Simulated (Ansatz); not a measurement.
Ta2O5:
```yaml
crystal:
  lattice:
    - [3.24350, 0.00000, 0.00000]
    - [0.00000, 3.75699, 0.00000]
    - [0.00000, 0.00000, 37.00000]
  atoms:
    - { symbol: O, position: [0.68016, 0.50000, 0.57453] }
    - { symbol: Ta, position: [0.21701, 0.50000, 0.54636] }
    - { symbol: Ta, position: [0.78299, 0.50000, 0.45364] }
    - { symbol: O, position: [0.11295, 0.00000, 0.54050] }
    - { symbol: O, position: [0.88705, 0.00000, 0.45950] }
    - { symbol: O, position: [0.31984, 0.50000, 0.42547] }
    - { symbol: O, position: [0.50000, 0.50000, 0.50000] }
```
Free-standing layer in the xy plane with vacuum along z and no interaction between images.

Relaxed with r²SCAN+D4. Special points in fractions of this cell's reciprocal vectors: Γ (0.000, 0.000, 0.000); X (0.500, 0.000, 0.000); S (0.500, 0.500, 0.000); Y (0.000, 0.500, 0.000).

Question: List the band energies nearest the valence-band maximum at these points for DFT-r²SCAN+D4 with spin–orbit coupling in the program Ansatz with PAW potentials.

Answer: In eV from the valence-band maximum; about four levels below and three above (degenerate sets whole), none deeper than 8.9 eV; points with the same levels are listed once.

```tsv
k	below	above
Γ	-0.83 -0.83 -0.74 -0.74	3.74 3.74 4.71 4.71
X	-0.87 -0.87 -0.76 -0.76	3.15 3.15 4.05 4.05
S	-0.64 -0.64 0.00 0.00	4.05 4.05 5.19 5.19
Y	-0.75 -0.75 0.00 0.00	4.61 4.61 5.67 5.67
```

Space group P2/m. The layer was cut from a bulk entry of the Materials Project (measured or hypothetical); whether that bulk phase is the ambient one, and whether the layer has been isolated, was not checked. The r²SCAN+D4 relaxation kept the symmetry of its start; its stability against distortions is not shown here. The run is not spin-polarised.

Potentials: the later of the program's two PAW sets.
